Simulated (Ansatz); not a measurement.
Level of theory: Ansatz, DFT r2SCAN, scalar-relativistic, plane waves, PAW.

Structure of TaCuN2:

```
Ta Cu N
1.0
     1.56960    0.90621    5.79591
    -1.56960    0.90621    5.79591
     0.00000   -1.81241    5.79591
Ta Cu N
1 1 2
Direct
  0.50000 0.50000 0.50000
  0.00000 0.00000 0.00000
  0.10611 0.10611 0.10611
  0.89389 0.89389 0.89389
```

Cutoff 500 eV; k points 12×12×12 on the computed 4-atom cell (Γ-centred); Gaussian smearing, width 0.02 eV; no spin polarisation.

Levels along Γ–T–H2 | H0–L–Γ–S0 | S2–F–Γ, in eV from a zero inside the gap, sorted by energy at each point. Points in fractions of the primitive reciprocal vectors: Γ (0.000 0.000 0.000), T (0.500 0.500 0.500), H2 (0.817 0.183 0.500), H0 (0.500 -0.183 0.183), L (0.500 0.000 0.000), S0 (0.341 -0.341 0.000), S2 (0.659 0.000 0.341), F (0.500 0.000 0.500).
```tsv
point	k (1/Å, with 2π)	band 18	band 19	band 20	band 21	band 22	band 23	band 24
Γ	0.000	-2.13	-2.13	-1.49	-1.49	1.11	1.11	1.54
-	0.077	-2.24	-2.24	-1.38	-1.38	1.10	1.10	1.63
-	0.155	-2.30	-2.30	-1.16	-1.16	1.10	1.10	1.88
-	0.232	-2.30	-2.30	-0.92	-0.92	1.09	1.09	2.22
-	0.310	-2.29	-2.29	-0.70	-0.70	1.07	1.07	2.55
-	0.387	-2.29	-2.29	-0.53	-0.53	1.06	1.06	2.79
-	0.465	-2.29	-2.29	-0.41	-0.41	1.05	1.05	2.93
T	0.542	-2.29	-2.29	-0.37	-0.37	1.05	1.05	2.96
-	0.723	-2.31	-2.26	-0.75	-0.64	1.22	1.35	3.06
-	0.905	-2.35	-2.17	-1.26	-1.12	1.50	1.70	3.28
-	1.086	-2.40	-1.92	-1.56	-1.46	1.59	1.83	3.49
-	1.267	-2.20	-1.74	-1.62	-1.28	1.49	1.83	3.54
-	1.448	-2.11	-1.86	-1.60	-0.85	1.66	1.79	3.38
-	1.630	-2.10	-1.95	-1.48	-0.79	1.60	2.31	3.32
H2	1.811	-2.16	-1.95	-1.34	-0.82	1.36	3.00	3.34
H0	1.811	-2.16	-1.95	-1.34	-0.82	1.36	3.00	3.34
-	1.916	-2.19	-1.89	-1.29	-0.78	1.27	3.18	3.30
-	2.020	-2.12	-1.80	-1.28	-0.72	1.19	3.18	3.24
-	2.125	-2.03	-1.67	-1.28	-0.66	1.08	3.14	3.21
-	2.230	-1.95	-1.51	-1.30	-0.63	0.91	3.16	3.21
-	2.334	-1.88	-1.33	-1.30	-0.61	0.69	3.21	3.22
-	2.439	-1.83	-1.34	-1.10	-0.61	0.47	3.17	3.30
L	2.544	-1.81	-1.35	-1.00	-0.61	0.37	3.15	3.33
-	2.711	-1.83	-1.41	-1.10	-0.93	0.68	3.27	3.32
-	2.878	-1.90	-1.72	-1.34	-1.16	1.03	2.98	3.25
-	3.045	-2.06	-2.00	-1.58	-1.27	1.25	2.50	3.00
-	3.212	-2.21	-2.11	-1.76	-1.51	1.36	2.08	2.54
-	3.379	-2.20	-2.19	-1.86	-1.81	1.36	1.76	1.94
-	3.546	-2.16	-2.09	-1.82	-1.66	1.23	1.37	1.59
Γ	3.713	-2.13	-2.13	-1.49	-1.49	1.11	1.11	1.54
-	3.909	-2.13	-2.07	-1.91	-1.76	1.31	1.39	1.61
-	4.104	-2.22	-2.14	-2.05	-1.69	1.57	1.76	2.09
-	4.299	-2.33	-2.00	-1.94	-1.30	1.63	2.24	2.72
-	4.494	-2.37	-1.85	-1.72	-1.11	1.71	2.66	3.39
-	4.690	-2.27	-1.77	-1.35	-1.09	1.75	2.99	3.07
-	4.885	-2.18	-1.83	-1.16	-0.96	1.39	3.15	3.23
S0	5.080	-2.17	-1.98	-1.29	-0.82	1.33	3.11	3.32
S2	5.080	-2.17	-1.98	-1.29	-0.82	1.33	3.11	3.32
-	5.171	-2.11	-2.05	-1.39	-0.84	1.45	3.00	3.31
-	5.261	-2.12	-2.04	-1.50	-0.89	1.55	2.93	3.29
-	5.352	-2.17	-1.98	-1.63	-0.95	1.54	2.95	3.26
-	5.443	-2.22	-1.93	-1.74	-1.01	1.44	3.04	3.24
-	5.533	-2.26	-1.91	-1.81	-1.06	1.30	3.15	3.24
-	5.624	-2.30	-1.93	-1.81	-1.11	1.19	3.22	3.27
F	5.715	-2.32	-1.94	-1.81	-1.13	1.14	3.25	3.31
-	5.888	-2.27	-1.95	-1.83	-1.12	1.05	3.01	3.29
-	6.061	-2.19	-1.96	-1.89	-1.19	0.93	3.15	3.27
-	6.234	-2.15	-2.01	-1.92	-1.42	1.01	2.88	3.09
-	6.407	-2.20	-2.10	-1.92	-1.66	1.18	2.44	2.55
-	6.580	-2.27	-2.18	-1.84	-1.80	1.28	1.88	2.03
-	6.753	-2.21	-2.16	-1.72	-1.64	1.23	1.35	1.64
Γ	6.926	-2.13	-2.13	-1.49	-1.49	1.11	1.11	1.54
```

Spin-orbit coupling is left out, which matters for the bands of heavy elements.

Cost: 1 run of about 2.1 core-minutes, on Intel Xeon Platinum 8375C (Ice Lake) (shared hosts).